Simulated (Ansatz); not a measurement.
## Sn2Ir: stiffness from a series of strains

```yaml
crystal:
  lattice:
    - [0.00000, 3.16900, 3.16900]
    - [3.16900, 0.00000, 3.16900]
    - [3.16900, 3.16900, 0.00000]
  atoms:
    - { symbol: Sn, position: [0.25000, 0.25000, 0.25000] }
    - { symbol: Sn, position: [0.75000, 0.75000, 0.75000] }
    - { symbol: Ir, position: [0.00000, 0.00000, 0.00000] }
```

Atoms are numbered in the order listed.

The cell is COD entry 9009019, as deposited and not checked against the literature; nothing was relaxed.

Spin polarisation is left out, and whether a magnetic state lies lower isn't shown here.

No spin–orbit coupling, which matters for the heavy atoms here.

All numbers below come from DFT, LDA, all-electron LAPW, scalar-relativistic (Ansatz 0.2.0).

Sampling and basis: a Γ-centred 10×10×10 k mesh, Fermi–Dirac smearing of 0.03 eV, basis error target 1 meV/atom, no spin polarisation.

The strain is applied along the Cartesian axes of the cell as listed (the other components stay zero). Fractional coordinates are held (clamped ions).

σ is the change of stress from the unstrained cell, which is at -2.14 GPa; tension is positive, so slopes are stress–strain coefficients at that pressure. In a metal the k mesh adds noise.

Only quantities that a quadratic follows smoothly over the whole series are listed; rougher ones are left out.

```
    εzz  σzz (GPa)  σxx (GPa)
-0.0200      -3.63      -2.14
 0.0000       0.00       0.00
 0.0100       1.69       0.98
 0.0200       3.32       1.90
```

(1) Fit the series and read off the stiffness at zero strain.

(2) One run, at εzz = -0.0100, is withheld. Predict its row.

## Answers

(1) Least-squares fits y = p0 + p1 x + p2 x² to the rows give σzz (GPa): p1 = 174, p2 = -380; σxx (GPa): p1 = 101, p2 = -300. So C11 = 174 GPa and C12 = 101 GPa, which gives B = (C11 + 2 C12)/3 = 125 GPa.

(2) The fits give -1.78, -1.04; the run gave -1.74, -1.04.
